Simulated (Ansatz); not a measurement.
SrLi$_{2}$Ta$_{2}$O$_{7}$:
```cif
data_Li4O14Sr2Ta4
_chemical_formula_sum 'Li4 Sr2 Ta4 O14'
_space_group_name_H-M_alt 'I4/mmm'
_space_group_IT_number 139
_space_group_name_Hall '-I 4 2'
_cell_length_a 3.94219
_cell_length_b 3.94219
_cell_length_c 18.17048
_cell_angle_alpha 90.000
_cell_angle_beta 90.000
_cell_angle_gamma 90.000
loop_
_atom_site_label
_atom_site_type_symbol
_atom_site_symmetry_multiplicity
_atom_site_Wyckoff_symbol
_atom_site_fract_x
_atom_site_fract_y
_atom_site_fract_z
_atom_site_occupancy
Li1 Li 4 d 0.00000 0.50000 0.25000 1
Sr1 Sr 2 a 0.00000 0.00000 0.00000 1
Ta1 Ta 4 e 0.00000 0.00000 0.38528 1
O1 O 2 b 0.00000 0.00000 0.50000 1
O2 O 8 g 0.00000 0.50000 0.10389 1
O3 O 4 e 0.00000 0.00000 0.28190 1
```
(The calculation used a cell of 12 atoms; values per cell refer to that cell.)

Relaxed with PBEsol.

Question: Tabulate the valence density and the electron localisation function along the shortest Sr–O contact (2.73 Å), plane-wave PAW PBEsol (Ansatz code).

Answer: 

```csv
distance from Sr (Å),density (e/Å³),ELF
0.27,2.21,0.24
0.41,2.72,0.60
0.55,2.58,0.80
0.68,1.97,0.86
0.82,1.25,0.85
0.96,0.70,0.75
1.09,0.37,0.44
1.23,0.21,0.14
1.36,0.16,0.06
1.50,0.17,0.11
1.64,0.23,0.33
1.77,0.38,0.62
1.91,0.68,0.77
2.05,1.27,0.82
2.18,2.47,0.82
2.32,4.29,0.74
2.46,6.13,0.56
```

The density is the valence pseudo-density with augmentation charge, so density and ELF within about 1 Å of a nucleus are not all-electron values.

The workflow started from a Materials Project entry (that database holds measured and hypothetical structures alike); the Crystallography Open Database files this formula in space group No. 139, but the cells were not matched. Whether it is the stable phase at ambient conditions was not checked. Symmetry was held in the PBEsol relaxation; whether a distortion lowers the energy is not shown. The run is not spin-polarised. Spin–orbit coupling is left out wherever it is not named.

Potentials: the later of the program's two PAW sets.
